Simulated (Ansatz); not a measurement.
Fields on a plane of NaCl (rock salt)

```
CELL_PARAMETERS angstrom
      0.00000     2.80075     2.80075
      2.80075     0.00000     2.80075
      2.80075     2.80075     0.00000
ATOMIC_POSITIONS crystal
  Cl 0.00000 0.00000 0.00000
  Na 0.50000 0.50000 0.50000
```

The slice is a {111} plane (indices of the conventional cell) through the point (0.500, 0.500, 0.500) (fractional), spanned by u = [100] and v = [-1 2 0] in vectors of this cell: u (3.96 Å) and v (6.86 Å, at 90° to u). It covers one period; positions are fractions (u, v).

Atoms on it: Na at (0.00, 0.00); Na at (0.50, 0.50).

The numbers are results of PBEsol (plane waves to 420 eV, PAW, scalar-relativistic; Ansatz, a quantum-chemistry and plane-wave program), not measurements. k mesh 10×10×10. Near the nuclei the fields are pseudised (PAW); where an atom keeps semicore shells as valence, they peak there. NaCl was relaxed with its symmetry unable to fall.

```
|xxxx%%              %%xx|
|@@##..    ::--::    ..##|
|        ..==++==..      |
|        ..--==--..      |
|::..      ..::..      ..|
|==--..              ..--|
|++==..              ..==|
|--::    ..##@@##..    ::|
|        %%xxxxxx%%      |
|        @@xxxxxx@@      |
|        %%xxxxxx%%      |
|--::    ..##@@##..    ::|
|++==..              ..==|
|==--..              ..--|
|::..      ..::..      ..|
|        ..--==--..      |
|        ..==++==..      |
|@@##..    ::--::    ..##|
|xxxx%%              %%xx|
|xxxx@@              @@xx|
```
Scale: ten equal steps from 0.01 (start of ' ') to 0.59 (end of '@'), in the order ' .:-=+*#%@'. Values: electron localisation function (ELF). The map has 12 points along u (two characters each, u = 0 at the left) and 20 along v (v = 0 in the bottom row). Points within 0.5 Å of a nucleus are blanked (x), as the pseudised field means little there.

```
|998844110000000000114488|
|554422000000000000002244|
|110000000000000000000011|
|000000000000000000000000|
|000000000000000000000000|
|000000000000000000000000|
|000000000000111100000000|
|000000002244554422000000|
|000000114488998844110000|
|000000115599999955110000|
|000000114488998844110000|
|000000002244554422000000|
|000000000011110000000000|
|000000000000000000000000|
|000000000000000000000000|
|000000000000000000000000|
|111100000000000000000000|
|554422000000000000002244|
|998844110000000000114488|
|999955110000000000115599|
```
Scale: ten equal steps from -1.50 (start of '0') to 1.32 (end of '9'), in the order '0123456789'. Values: log₁₀ of the valence density in e/Å³. The map has 12 points along u (two characters each, u = 0 at the left) and 20 along v (v = 0 in the bottom row). The scale is logarithmic, as a density can span decades between atoms and voids.
